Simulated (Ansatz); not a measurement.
# Elastic constants of TiAl at 15 GPa (stress–strain coefficients): input and output

Theory: Ansatz 0.2.0, DFT LDA, scalar-relativistic, plane waves, PAW.

Launched with:
```bash
ansatz run input.yaml --threads 1 --pin off --max-ram 3072MiB --backend cpu --events-out ev --progress --plain --runs-dir out
```

Input (bare energies are in eV):
```yaml
crystal:
  lattice:
    - [2.6792449391, 0.0, 0.0]
    - [0.0, 2.6792449391, 0.0]
    - [0.0, 0.0, 3.8707223439]
  atoms:
    - { symbol: Ti, position: [0.0, 0.0, 0.0] }
    - { symbol: Al, position: [0.5, 0.5, 0.5] }
basis:
  ecutwfc: 420
kpoints:
  mp_grid: { grid: [16, 16, 10] }
hamiltonian:
  xc: lda
scf:
  occupations: { method: fermi_dirac, width: 0.15 }
output:
  forces: true
  stress: true
  eigenvalues: true
elastic:
  mode: relaxed_ion
  amplitude: 0.005
```

From the output:
```
--- Elastic constants: 4 strain directions × 4 members + reference (group order 16) ---
  dense FFT box of the reference and of every strained cell: 20×20×27
  strains applied: 11, 33, 23, 12; error gains: componentwise 1.00 (the most a stress slope's error grows in a printed constant), spectral 1.41 (1 for all six strains in a standard setting)
  C = ∂σ_k/∂η_j (tension-positive GPa; Voigt order 11 22 33 23 13 12):
       288.065    101.772    154.704      0.000      0.000     -0.000
       101.772    288.065    154.704      0.000      0.000     -0.000
       154.705    154.705    229.141      0.000      0.000     -0.000
         0.000      0.000      0.000    163.209      0.000      0.000
         0.000      0.000      0.000      0.000    163.209      0.000
        -0.000     -0.000      0.000      0.000      0.000     42.448
  reference stress σ⁰ (GPa):    -14.999    -14.999    -15.001     -0.000     -0.000     -0.000
  C* (energy form; C + prestress term) asymmetry max|C*_kj − C*_jk| = 1.364e-3 GPa — a small one proves nothing (zero by symmetry where the batch's group is 432, −43m or m−3m); a large one is finite-difference/SCF noise where every solve ...
  moduli (Voigt/Reuss/Hill, GPa): K = 180.85/180.81/180.83   G = 100.05/68.76/84.40   E = 219.11   ν = 0.298
  mechanically stable: yes (min eigenvalue of sym C = 42.45 GPa)
  strain η (Voigt 11):  stress-route row diagonal C_11 = 288.06 GPa, energy-path curvature d²(F+E_count+ΔE)/dδ²/Ω₀ = 288.09 GPa
    cells at ±δ against ±2δ: C11 288.10 and 288.19 GPa, apart by 0.03 % of the column's largest entry
         δ    σ_11 (GPa) F (eV) n_scf n_hpsi n_pw
    -1.000e-2     -17.9664       -2963.9374689       8  112039    560   relax 0 steps, max|allowed force component| 2.43e-32 eV/Å
    -5.000e-3     -16.4608       -2963.9523901       4   90449    560   relax 0 steps, max|allowed force component| 1.77e-30 eV/Å
     5.000e-3     -13.5799       -2963.9784174       4   86027    572   relax 0 steps, max|allowed force component| 3.08e-32 eV/Å
     1.000e-2     -12.2026       -2963.9895910       7  100007    580   relax 0 steps, max|allowed force component| 0.00e0 eV/Å
  strain η (Voigt 33):  stress-route row diagonal C_33 = 229.14 GPa, energy-path curvature d²(F+E_count+ΔE)/dδ²/Ω₀ = 229.17 GPa
    cells at ±δ against ±2δ: C33 229.16 and 229.21 GPa, apart by 0.02 % of the column's largest entry
         δ    σ_33 (GPa) F (eV) n_scf n_hpsi n_pw
    -1.000e-2     -17.2973       -2963.9380228       8   64237    560   relax 0 steps, max|allowed force component| 2.83e-31 eV/Å
    -5.000e-3     -16.1472       -2963.9525232       4   47839    564   relax 0 steps, max|allowed force component| 6.16e-32 eV/Å
     5.000e-3     -13.8556       -2963.9785397       4   47312    566   relax 0 steps, max|allowed force component| 2.47e-30 eV/Å
     1.000e-2     -12.7130       -2963.9900603       7   53988    566   relax 0 steps, max|allowed force component| 1.97e-31 eV/Å
  strain η (Voigt 23):  stress-route row diagonal C_44 = 163.21 GPa, energy-path curvature d²(F+E_count+ΔE)/dδ²/Ω₀ = 170.75 GPa
    cells at ±δ against ±2δ: C44 163.21 and 163.21 GPa, apart by 0.00 % of the column's largest entry
         δ    σ_23 (GPa) F (eV) n_scf n_hpsi n_pw
    -1.000e-2      -1.6321       -2963.9645492       7  153276    564   relax 0 steps, max|allowed force component| 1.97e-31 eV/Å
    -5.000e-3      -0.8160       -2963.9656589       3  120962    562   relax 0 steps, max|allowed force component| 1.10e-30 eV/Å
     5.000e-3       0.8160       -2963.9656589       3  119543    562   relax 0 steps, max|allowed force component| 2.22e-31 eV/Å
     1.000e-2       1.6321       -2963.9645492       6  135154    564   relax 0 steps, max|allowed force component| 1.97e-31 eV/Å
  strain η (Voigt 12):  stress-route row diagonal C_66 = 42.45 GPa, energy-path curvature d²(F+E_count+ΔE)/dδ²/Ω₀ = 49.98 GPa
    cells at ±δ against ±2δ: C66 42.48 and 42.56 GPa, apart by 0.20 % of the column's largest entry
         δ    σ_12 (GPa) F (eV) n_scf n_hpsi n_pw
    -1.000e-2      -0.4256       -2963.9655955       7   91915    564   relax 0 steps, max|allowed force component| 6.16e-33 eV/Å
    -5.000e-3      -0.2124       -2963.9659193       4   75445    572   relax 0 steps, max|allowed force component| 0.00e0 eV/Å
     5.000e-3       0.2124       -2963.9659193       4   74309    572   relax 0 steps, max|allowed force component| 4.93e-32 eV/Å
     1.000e-2       0.4256       -2963.9655955       6   79226    564   relax 0 steps, max|allowed force component| 1.97e-31 eV/Å
```

Time: 2.7 min on 1 thread of Intel(R) Xeon(R) Platinum 8259CL CPU @ 2.50GHz (Skylake/Cascade Lake) (shared host), peak memory 0.6 GiB.

In a metal, frequencies and elastic constants depend on the k mesh and the smearing, soft modes and shear constants most. Other phases may be more stable at this pressure.